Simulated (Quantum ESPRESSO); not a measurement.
# Planted mistakes on one cell of Al3SiN3C

The results below are calculated, not measured. They come from pw.x of Quantum ESPRESSO 7.5, a plane-wave density functional program, with PseudoDojo standard norm-conserving files (v0.5 for PBE, v0.4.1 for LDA and PBEsol). The cells are made up: elements, strain and atom displacements were drawn at random, and nothing was relaxed. There is no spin polarisation, spin-orbit coupling or dispersion term.

The cell has 8 sites of a zincblende or diamond lattice. Sites 1 to 4 hold Al Si Al Al; sites 5 to 8 hold N C N N. Cell vectors in Å: (4.480, -0.016, 0.024); (-0.016, 4.586, -0.042); (0.024, -0.042, 4.446). Settings: PBE, cutoff 1143 eV, 4 x 4 x 4 k mesh shifted by half a step, Fermi-Dirac smearing of 0.025 eV.

The intended run has a self-consistency threshold of 1e-07 eV, a smearing term of 0.000 eV, a pressure of -5.80 GPa and 11 iterations. Each further run changes one thing: all lengths scaled by 0.9815; atoms of sites 6 and 7 exchanged; cutoff 670 eV; files of PBEsol; k mesh 2 x 2 x 2; one electron removed; smearing 0.61 eV; threshold 0.3 eV. A coarse mesh keeps the shift, and a charged cell sits in a uniform background.

| run | change of free energy (eV) | smearing term -TS (eV) | change of P (GPa) | largest change of a force component (eV/Å) | iterations |
| --- | --- | --- | --- | --- | --- |
| A | 1.296 | 0.000 | -10.49 | 0.035 | 13 |
| B | 0.208 | 0.000 | 0.15 | 0.079 | 13 |
| C | 2.902 | 0.000 | -2.99 | 0.040 | 11 |
| D | -0.337 | 0.000 | -0.08 | 1.587 | 11 |
| E | -6.943 | -0.011 | -18.48 | 1.101 | 14 |
| F | -0.034 | 0.000 | 9.84 | 0.751 | 11 |
| G | -0.257 | -0.885 | 0.86 | 0.448 | 11 |
| H | 0.038 | 0.000 | 1.80 | 0.102 | 4 |

A rerun of the intended cell at 1437 eV and k mesh 6 x 6 x 6 moved values by no more than 0.003 eV in the cell's energy, 0.02 GPa in stress and 0.002 eV/Å in force.

Question: which change belongs to which run?

## Worked reading

Run H has the fewest iterations, as a run stopped early does. Run G has the largest smearing term, as wide smearing gives. Run F changes the volume by a factor of 0.9455; minus its pressure change over the logarithm of that factor, 176 GPa, is a rough bulk modulus with clamped atoms. Energies from files of another functional, or of a charged cell, have another zero and say nothing on stability; the pressure of a charged cell rests on the program's zero of potential too.

## Key

```
run                            change
  A                     cutoff 670 eV
  B                  k mesh 2 x 2 x 2
  C                   files of PBEsol
  D  atoms of sites 6 and 7 exchanged
  E              one electron removed
  F      all lengths scaled by 0.9815
  G                  smearing 0.61 eV
  H                  threshold 0.3 eV
```